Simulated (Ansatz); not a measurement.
In plane-wave PAW r²SCAN (Ansatz code), Hg in the simple rhombohedral structure (R-3m) relaxes to a = 3.746 Å, c = 6.524 Å. Hg has 6 nearest neighbours from 3.07 Å (octahedral).

Electronic character: metallic (no gap).

The cell was relaxed with r²SCAN under the symmetry of its start. The substance is a gas or liquid at ambient conditions; this is its low-temperature solid. Axis ratios of metals converge slowly with the k-mesh, so a and c are less sure than the volume. Scalar-relativistic: spin–orbit coupling is off unless named, which matters more the heavier the elements.

Potentials: the later of the program's two PAW sets.
